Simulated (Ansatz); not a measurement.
# Calculated with Ansatz: ZrPbN$_{3}$, relaxation

Input:

```yaml
crystal:
  lattice:
    - [2.977711, 2.98125, 0.0]
    - [2.977711, -2.98125, 0.0]
    - [0.0, 0.0, -4.179917]
  atoms:
    - { symbol: Pb, position: [0.0, 0.0, 0.0] }
    - { symbol: "N", position: [0.482, 0.038, 0.5] }
    - { symbol: "N", position: [0.962, 0.518, 0.5] }
    - { symbol: "N", position: [0.48, 0.52, 0.0] }
    - { symbol: Zr, position: [0.469, 0.531, 0.5] }
  symmetry: { tolerance: 0.0003 }
kpoints:
  mp_grid: { grid: [4, 4, 4], shift: [0, 0, 0] }
magnetization:
  noncollinear: true
  spin_orbit: true
scf:
  occupations: { method: fermi_dirac }
  lower_state_search: "off"
hamiltonian:
  pseudopotentials: { kind: paw_fr }
  xc: r2scan
basis:
  ecutwfc: 500
  fft_grid_basis: typed
relax:
  max_steps: 40
  cell: { p_target: 0.0 }
  f_tol: 0.03
output:
  forces: true
  stress: true
  eigenvalues: true
  bader: true
  populations: true
  elf: true
  write_potential: true
  volumetric_format: npy
  dos:
    e_range: [-12, 8]
    de: 0.05
    projected: { site_lists: { "N": ["N"], Pb: [Pb], Zr: [Zr] } }
    method: { smearing: { sigma: 0.1, scheme: gaussian } }
  write_density: true
checkpoint:
  read: saved_state
```

Run with:

```bash
ansatz run input.yaml --threads 2 --pin off --max-ram 3584MiB --backend cpu --events-out ev --progress --plain --runs-dir out
```

Origin of the cell: a known structure type with other elements, at an estimated volume, so it need not be a known compound.

The smearing width isn't typed, so it takes its default of 0.1 eV.

The saved state is a converged single point of the same cell.

Steps («new basis» is an SCF on plane waves selected anew at the same cell):

| step | ΔF (meV/atom) | max force component (eV/Å) | P (GPa) | volume (Å³) | SCF iterations | step was |
| --- | --- | --- | --- | --- | --- | --- |
| 1 | 0.0 | 0.619 | 5.91 | 74.21 | 9 | accepted |
| 2 | -21.1 | 0.328 | -1.24 | 78.50 | 9 | accepted |
| 3 | -24.0 | 0.134 | -0.10 | 77.80 | 9 | accepted |
| 4 | -33.4 | 0.519 | 1.27 | 77.49 | 9 | accepted |
| 5 | -44.1 | 1.054 | 2.45 | 77.99 | 10 | accepted |
| 6 | -61.8 | 1.073 | -0.39 | 81.21 | 10 | accepted |
| 7 | -121.5 | 1.056 | -7.98 | 83.19 | 9 | accepted |
| 8 | -277.9 | 2.297 | -5.96 | 79.32 | 9 | accepted |
| 9 | -465.9 | 1.446 | -2.13 | 76.28 | 9 | accepted |
| 10 | -424.9 | 8.347 | 12.25 | 72.60 | 9 | rejected |
| 11 | -526.9 | 1.265 | -1.91 | 75.58 | 13 | accepted |
| 12 | -565.6 | 0.254 | -0.37 | 75.09 | 8 | accepted |
| 13 | -587.3 | 0.764 | 1.29 | 74.61 | 7 | accepted |
| 14 | -592.9 | 0.214 | 0.13 | 73.59 | 9 | accepted |
| 15 | -594.1 | 0.238 | -0.48 | 74.34 | 8 | accepted |
| 16 | -595.1 | 0.014 | 0.07 | 74.14 | 6 | accepted |
| 17 | -595.1 | 0.008 | -0.17 | 74.32 | 7 | rejected |
| 18 | -595.1 | 0.002 | 0.00 | 74.21 | 9 | accepted |
| 19 | -596.7 | 0.003 | 0.18 | 74.21 | 8 | new basis |
| 20 | -596.7 | 0.003 | 0.01 | 74.39 | 5 | accepted |
| 21 | -596.7 | 0.000 | -0.01 | 74.41 | 6 | accepted |
| 22 | -596.7 | 0.000 | -0.01 | 74.41 | 7 | new basis |

Step 1, with forces in eV/Å:

```xyz
5
Lattice="2.978 2.981 0.000 2.978 -2.981 0.000 0.000 0.000 -4.180" Properties=species:S:1:pos:R:3:forces:R:3 pbc="T T T" step=1
Pb    0.000    0.000    0.000    0.000   -0.123    0.000
N     1.548    1.324   -2.090   -0.619    0.299    0.000
N     4.407    1.324   -2.090    0.619    0.299    0.000
N     2.978   -0.119    0.000    0.000   -0.309    0.000
Zr    2.978   -0.185   -2.090    0.000   -0.166    0.000
```

Step 2, with forces in eV/Å:

```xyz
5
Lattice="3.015 3.049 0.000 3.015 -3.049 0.000 0.000 0.000 -4.270" Properties=species:S:1:pos:R:3:forces:R:3 pbc="T T T" step=2
Pb    0.000   -0.107    0.000    0.000    0.130    0.000
N     1.490    1.385   -2.135   -0.036    0.077    0.000
N     4.541    1.385   -2.135    0.036    0.077    0.000
N     3.015   -0.161    0.000    0.000    0.044    0.000
Zr    3.015   -0.105   -2.135    0.000   -0.329    0.000
```

Step 3, with forces in eV/Å:

```xyz
5
Lattice="3.003 3.040 0.000 3.003 -3.040 0.000 0.000 0.000 -4.260" Properties=species:S:1:pos:R:3:forces:R:3 pbc="T T T" step=3
Pb    0.000   -0.048    0.000    0.000    0.134    0.000
N     1.494    1.367   -2.130   -0.108    0.019    0.000
N     4.512    1.367   -2.130    0.108    0.019    0.000
N     3.003   -0.164    0.000    0.000   -0.084    0.000
Zr    3.003   -0.133   -2.130    0.000   -0.088    0.000
```

Step 4, with forces in eV/Å:

```xyz
5
Lattice="2.990 3.039 0.000 2.990 -3.039 0.000 0.000 0.000 -4.264" Properties=species:S:1:pos:R:3:forces:R:3 pbc="T T T" step=4
Pb    0.000    0.151    0.000    0.000    0.171    0.000
N     1.478    1.320   -2.132   -0.152   -0.185    0.000
N     4.502    1.320   -2.132    0.152   -0.185    0.000
N     2.990   -0.216    0.000    0.000   -0.319    0.000
Zr    2.990   -0.185   -2.132    0.000    0.519    0.000
```

Step 5, with forces in eV/Å:

```xyz
5
Lattice="2.977 3.059 0.000 2.977 -3.059 0.000 0.000 0.000 -4.281" Properties=species:S:1:pos:R:3:forces:R:3 pbc="T T T" step=5
Pb    0.000    0.352    0.000    0.000   -0.176    0.000
N     1.445    1.278   -2.141   -0.134   -0.335    0.000
N     4.510    1.278   -2.141    0.134   -0.335    0.000
N     2.977   -0.287    0.000    0.000   -0.209    0.000
Zr    2.977   -0.217   -2.141    0.000    1.054    0.000
```

Step 6, with forces in eV/Å:

```xyz
5
Lattice="2.940 3.174 0.000 2.940 -3.174 0.000 0.000 0.000 -4.352" Properties=species:S:1:pos:R:3:forces:R:3 pbc="T T T" step=6
Pb    0.000    0.576    0.000    0.000   -1.073    0.000
N     1.319    1.259   -2.176   -0.040   -0.438    0.000
N     4.560    1.259   -2.176    0.040   -0.438    0.000
N     2.940   -0.425    0.000    0.000    1.014    0.000
Zr    2.940   -0.173   -2.176    0.000    0.935    0.000
```

Step 7, with forces in eV/Å:

```xyz
5
Lattice="2.842 3.320 0.000 2.842 -3.320 0.000 0.000 0.000 -4.408" Properties=species:S:1:pos:R:3:forces:R:3 pbc="T T T" step=7
Pb    0.000    0.560    0.000    0.000    0.170    0.000
N     1.139    1.268   -2.204   -1.056    0.176    0.000
N     4.545    1.268   -2.204    1.056    0.176    0.000
N     2.842   -0.415    0.000    0.000    0.298    0.000
Zr    2.842   -0.071   -2.204    0.000   -0.819    0.000
```

Step 8, with forces in eV/Å:

```xyz
5
Lattice="2.697 3.339 0.000 2.697 -3.339 0.000 0.000 0.000 -4.405" Properties=species:S:1:pos:R:3:forces:R:3 pbc="T T T" step=8
Pb    0.000    0.579    0.000    0.000   -0.102    0.000
N     0.957    1.230   -2.202   -2.297    0.409    0.000
N     4.436    1.230   -2.202    2.297    0.409    0.000
N     2.697   -0.391    0.000    0.000    0.334    0.000
Zr    2.697   -0.023   -2.202    0.000   -1.049    0.000
```

Step 9, with forces in eV/Å:

```xyz
5
Lattice="2.552 3.356 0.000 2.552 -3.356 0.000 0.000 0.000 -4.454" Properties=species:S:1:pos:R:3:forces:R:3 pbc="T T T" step=9
Pb    0.000    0.582    0.000    0.000   -0.432    0.000
N     0.764    1.195   -2.227   -1.446    0.562    0.000
N     4.340    1.195   -2.227    1.446    0.562    0.000
N     2.552   -0.367    0.000    0.000    0.391    0.000
Zr    2.552    0.032   -2.227    0.000   -1.084    0.000
```

Step 11, with forces in eV/Å:

```xyz
5
Lattice="2.513 3.303 0.000 2.513 -3.303 0.000 0.000 0.000 -4.553" Properties=species:S:1:pos:R:3:forces:R:3 pbc="T T T" step=11
Pb    0.000    0.514    0.000    0.000   -0.041    0.000
N     0.747    1.197   -2.277   -1.265    0.095    0.000
N     4.278    1.197   -2.277    1.265    0.095    0.000
N     2.513   -0.315    0.000    0.000    0.142    0.000
Zr    2.513    0.003   -2.277    0.000   -0.292    0.000
```

Step 12, with forces in eV/Å:

```xyz
5
Lattice="2.483 3.248 0.000 2.483 -3.248 0.000 0.000 0.000 -4.656" Properties=species:S:1:pos:R:3:forces:R:3 pbc="T T T" step=12
Pb    0.000    0.500    0.000    0.000    0.046    0.000
N     0.711    1.168   -2.328   -0.254   -0.162    0.000
N     4.254    1.168   -2.328    0.254   -0.162    0.000
N     2.483   -0.280    0.000    0.000    0.057    0.000
Zr    2.483   -0.003   -2.328    0.000    0.221    0.000
```

Step 13, with forces in eV/Å:

```xyz
5
Lattice="2.481 3.139 0.000 2.481 -3.139 0.000 0.000 0.000 -4.791" Properties=species:S:1:pos:R:3:forces:R:3 pbc="T T T" step=13
Pb    0.000    0.499    0.000    0.000    0.007    0.000
N     0.684    1.087   -2.395    0.764   -0.193    0.000
N     4.277    1.087   -2.395   -0.764   -0.193    0.000
N     2.481   -0.208    0.000    0.000   -0.075    0.000
Zr    2.481    0.002   -2.395    0.000    0.455    0.000
```

Step 14, with forces in eV/Å:

```xyz
5
Lattice="2.536 3.022 0.000 2.536 -3.022 0.000 0.000 0.000 -4.801" Properties=species:S:1:pos:R:3:forces:R:3 pbc="T T T" step=14
Pb    0.000    0.399    0.000    0.000    0.120    0.000
N     0.689    1.050   -2.401    0.078   -0.025    0.000
N     4.383    1.050   -2.401   -0.078   -0.025    0.000
N     2.536   -0.204    0.000    0.000    0.144    0.000
Zr    2.536    0.080   -2.401    0.000   -0.214    0.000
```

Step 15, with forces in eV/Å:

```xyz
5
Lattice="2.541 3.023 0.000 2.541 -3.023 0.000 0.000 0.000 -4.838" Properties=species:S:1:pos:R:3:forces:R:3 pbc="T T T" step=15
Pb    0.000    0.468    0.000    0.000    0.019    0.000
N     0.697    1.006   -2.419   -0.238    0.091    0.000
N     4.386    1.006   -2.419    0.238    0.091    0.000
N     2.541   -0.136    0.000    0.000   -0.158    0.000
Zr    2.541    0.032   -2.419    0.000   -0.042    0.000
```

Step 19, with forces in eV/Å:

```xyz
5
Lattice="2.532 3.029 0.000 2.532 -3.029 0.000 0.000 0.000 -4.837" Properties=species:S:1:pos:R:3:forces:R:3 pbc="T T T" step=19
Pb    0.000    0.459    0.000    0.000    0.000    0.000
N     0.692    1.025   -2.418    0.002   -0.001    0.000
N     4.373    1.025   -2.418   -0.002   -0.001    0.000
N     2.532   -0.170    0.000    0.000   -0.001    0.000
Zr    2.532    0.042   -2.418    0.000    0.003    0.000
```

Step 22, with forces in eV/Å:

```xyz
5
Lattice="2.529 3.033 0.000 2.529 -3.033 0.000 0.000 0.000 -4.850" Properties=species:S:1:pos:R:3:forces:R:3 pbc="T T T" step=22
Pb    0.000    0.465    0.000    0.000    0.000    0.000
N     0.692    1.025   -2.425    0.000    0.000    0.000
N     4.367    1.025   -2.425    0.000    0.000    0.000
N     2.529   -0.170    0.000    0.000    0.000    0.000
Zr    2.529    0.039   -2.425    0.000    0.000    0.000
```

- Free energy lowered by: 596.7 meV/atom
- Volume change: 0.26 %
- Final pressure: -0.01 GPa
- Relaxation steps listed: 22
- Formation energy (elements under the same functional, gases as molecules, uncorrected): -0.124 eV/atom

Caveats: no moments, though an odd count or open d shells may carry them; the k mesh is coarse if the cell is a metal; the relaxation held the start's symmetry, so the end may be a saddle point.

The run took 12 min on 2 threads of Arm Neoverse V1, with other jobs on the host, peak memory 0.91 GiB, from a saved density.
